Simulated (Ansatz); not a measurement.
These are results of DFT PBE, scalar-relativistic, plane waves, PAW in Ansatz 0.2.0, not measurements. All cells share a 420 eV cutoff and Γ-centred k meshes spaced at most about 0.3 Å⁻¹ (about 0.25 or finer for metals, 2π included). Collinear spin in cells that started with moments and kept them past the coarse steps, no spin elsewhere.

Each of these unrelaxed guesses is relaxed in cell and atoms within its symmetry. A guess keeps its type if space group and coordination stay and the shape of the cell changes little (axis ratios within about 15 %, angles within 6°); the volume may change.

1. Al2CrN3 (collinear spin from parallel moments)

```
CELL_PARAMETERS angstrom
3.26398 0.00000 0.00000
-1.63199 2.82669 0.00000
0.00000 0.00000 7.99509
ATOMIC_POSITIONS crystal
Al 0.00000 0.00000 0.00000
Al 0.33333 0.66667 0.66667
Cr 0.66667 0.33333 0.33333
N 0.33333 0.66667 0.91667
N 0.66667 0.33333 0.58333
N 0.00000 0.00000 0.25000
```

2. Ca3Zr2N (collinear spin from parallel moments)

```
CELL_PARAMETERS angstrom
3.60563 0.00000 0.00000
0.00000 3.60563 0.00000
0.00000 0.00000 8.00958
ATOMIC_POSITIONS crystal
Ca 0.50000 0.00000 0.38354
Ca 0.00000 0.50000 0.61646
Ca 0.00000 0.00000 0.00000
Zr 0.50000 0.00000 0.73987
Zr 0.00000 0.50000 0.26013
N 0.50000 0.50000 0.00000
```

**Question.** Which guesses survive the relaxation?

**Answer.** Guess 1 keeps its type.

| guess | kept | start group | end group | V start (Å³/atom) | V end | b/a and c/a, end over start | nearest neighbours start | nearest neighbours end |
| --- | --- | --- | --- | --- | --- | --- | --- | --- |
| 1 | yes | P3m1 | P3m1 | 12.3 | 10.8 | 1.00, 1.01 | Al 4, Cr 4, N 4 | Al 4, Cr 4, N 4 |
| 2 | no | P-4m2 | P-4m2 | 17.4 | 24.9 | 1.00, 1.74 | Ca 5/8, N 8, Zr 9 | Ca 4/8, N 4, Zr 4 |

Neighbours count within 15 % of an atom's shortest distance; end groups are read at 0.02 Å (0.05 Å in metals).

Another magnetic order may lie lower. Cells relaxed within their symmetry can be saddle points.

In counts of neighbours, a slash parts the counts of unlike sites.
